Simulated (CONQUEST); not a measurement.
# Checks by hand on CdSe (F-43m, 8 atoms in the cell; from Materials Project mp-2691, lattice scaled a little)

```
CdSe
1.0
    6.26458     0.00000     0.00000
    0.00000     6.26458     0.00000
    0.00000     0.00000     6.26458
Cd Se
4 4
Direct
  0.00000   0.00000   0.00000
  0.00000   0.50000   0.50000
  0.50000   0.00000   0.50000
  0.50000   0.50000   0.00000
  0.25000   0.25000   0.25000
  0.25000   0.75000   0.75000
  0.75000   0.25000   0.75000
  0.75000   0.75000   0.25000
```

Level of theory: PBE, numerical atomic orbitals double-zeta with polarisation (the shipped basis), PseudoDojo norm-conserving potentials made for PBE (CONQUEST 1.3).

Main settings: basis = DZP; Diag.MPMeshX, Y, Z = 5 5 5; potentials = PseudoDojo norm-conserving PBE; Grid.GridCutoff = 140 Ha; DM.SolutionMethod = diagon; Diag.SmearingType = 1; Diag.kT = 0.000367 Ha; Diag.GammaCentred = true.

The program uses no crystal symmetry, so grid and mesh can part values that symmetry would make equal. The atom-centred basis is finite, which shifts total energies and pressures against plane waves. The structure comes from a collection of computed structures, made at another level of theory; the collection holds predicted forms beside known ones. Its lattice was then scaled.

The cell was also run at V = 243.394 Å³ (F = -32282.91100 eV, P = -0.29 GPa) and V = 248.311 Å³ (F = -32282.89011 eV, P = -1.09 GPa), scaled uniformly; the base has V = 245.853 Å³, P = -0.64 GPa and F₀ = -32282.90345 eV.

Question: Check the pressure against the energies, and estimate the bulk modulus and the volume of zero pressure.

Answer: P = −dF/dV ≈ −(0.02089 eV)/(4.917 Å³) = -0.00425 eV/Å³; times 160.218 GPa per eV/Å³ this is -0.68 GPa, against -0.64 GPa from the stress tensor. B = −V dP/dV ≈ −245.853 × (-0.80 GPa)/(4.917 Å³) = 40 GPa at this volume. The curvature of the energies, B = V (F₊ + F₋ − 2F₀)/(ΔV/2)², gives 38 GPa. To first order the pressure vanishes at V0 ≈ V(1 + P/B) = 241.92 Å³, so all lengths change by about -0.54 %. Shape and fractional positions were held, which usually makes B too large where they are free.

Atom 7 (Se, mass 78.97 u) was moved by −0.04 and +0.04 Å along y. The force on it along y was 0.231 and -0.231 eV/Å, and the free energy of the cell changed by 4.39 and 4.39 meV.

Question: Find the force constant in two ways and the frequency of this atom against fixed neighbours.

Answer: From the forces, k = −(F₊ − F₋)/(2u) = −(-0.231 − (0.231))/0.080 = 5.78 eV/Å². From the energies, k = (ΔE₊ + ΔE₋)/u² = 0.00878 eV/(0.04 Å)² = 5.49 eV/Å². They agree to within 5 %. With ν = 15.633 THz × √(k/m) for k in eV/Å² and m in u, ν = 4.2 THz (141 cm⁻¹). All periodic images move together and the other atoms are held, so this is no normal mode of the crystal.
